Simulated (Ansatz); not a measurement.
A relaxed cell of Si₃Ge is given with its symmetry left out. The cell was found from a structure generator's guess, not taken from experiment.

These are results of DFT PBE, scalar-relativistic, plane waves, PAW (Ansatz 0.2.0), not measurements. Cutoff 420 eV, Γ-centred mesh, Gaussian smearing, no spin polarisation.

```cif
data_structure
_symmetry_space_group_name_H-M 'P 1'
_symmetry_Int_Tables_number 1
_cell_length_a 3.9124
_cell_length_b 3.9124
_cell_length_c 5.5321
_cell_angle_alpha 90.000
_cell_angle_beta 90.000
_cell_angle_gamma 90.000
_cell_volume 84.68
loop_
_atom_site_label
_atom_site_type_symbol
_atom_site_fract_x
_atom_site_fract_y
_atom_site_fract_z
_atom_site_occupancy
Si1 Si 0.00000 0.50000 0.74413 1
Si2 Si 0.50000 0.00000 0.25587 1
Si3 Si 0.50000 0.50000 0.50000 1
Ge1 Ge 0.00000 0.00000 0.00000 1
```

The zero of energy is the elements' standard structures at the same level; no fitted shifts are applied.

Question: Find its symmetry and describe it.

Answer: P-4m2 (No. 115), with Si and Ge ordered on diamond sites. Conventional cell: a = 3.912 Å, c = 5.532 Å. Si on a site of symmetry 2mm is surrounded by 2 Si at 2.38 Å and 2 Ge at 2.41 Å; Si on a site of symmetry -4m2 is surrounded by 4 Si at 2.38 Å; around Ge lie 4 Si at 2.41 Å.

Question: What is its formation energy per atom?

Answer: +0.013 eV/atom. The formation energy is too near zero to say whether this cell lies below the elements.

Question: Is it a metal?

Answer: No, the gap on the 10×10×6 mesh is 0.38 eV.

The last run used a 10×10×6 mesh (in the run's order of axes) for its 4-atom cell and Gaussian smearing of 0.02 eV. Kohn–Sham gaps at this level usually fall short of measured ones. Small gaps are read on the mesh alone, and bands can cross between its points. A later test with randomly moved atoms came back to the same energy, though modes that don't fit the test's cell weren't probed.
